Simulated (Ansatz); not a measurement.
InMo3C:
```
CELL_PARAMETERS angstrom
      4.19832     0.00000     0.00000
      0.00000     4.19832     0.00000
      0.00000     0.00000     4.19832
ATOMIC_POSITIONS crystal
  In 0.00000 0.00000 0.00000
  Mo 0.00000 0.50000 0.50000
  Mo 0.50000 0.00000 0.50000
  Mo 0.50000 0.50000 0.00000
  C  0.50000 0.50000 0.50000
```

Relaxed with r²SCAN. Special points in fractions of this cell's reciprocal vectors: Γ (0.000, 0.000, 0.000); X (0.000, 0.500, 0.000); M (0.500, 0.500, 0.000); R (0.500, 0.500, 0.500).

List the band energies nearest the Fermi level at these points for DFT-r²SCAN in the program Ansatz with PAW potentials.

In eV from the Fermi level; about four levels below and three above (degenerate sets whole), none deeper than 8.9 eV; points with the same levels are listed once.

| k | below | above |
|---|---|---|
| Γ | -3.25 -3.25 -2.21 -2.21 -2.21 | 0.52 0.52 0.52 |
| X | -3.07 -3.07 -1.70 -0.82 -0.21 | 0.33 0.33 0.60 |
| M | -1.28 -1.28 -1.24 -1.24 -0.02 | 0.50 0.95 1.20 |
| R | -1.33 -1.33 -1.33 -1.09 -1.09 -1.09 | 1.20 1.20 2.90 2.90 2.90 |

Space group Pm-3m (anti-perovskite). The start of the workflow was typed in or built on a structure type; neither database checked (COD, Materials Project) lists it. Whether it is the stable phase at ambient conditions was not checked. The r²SCAN relaxation kept the symmetry of its start; its stability against distortions is not shown here. No spin polarisation was allowed. Its formation energy is positive at this level, so the cell may be metastable or incomplete. Scalar-relativistic: spin–orbit coupling is off unless named, which matters more the heavier the elements.

Potentials: the later of the program's two PAW sets.
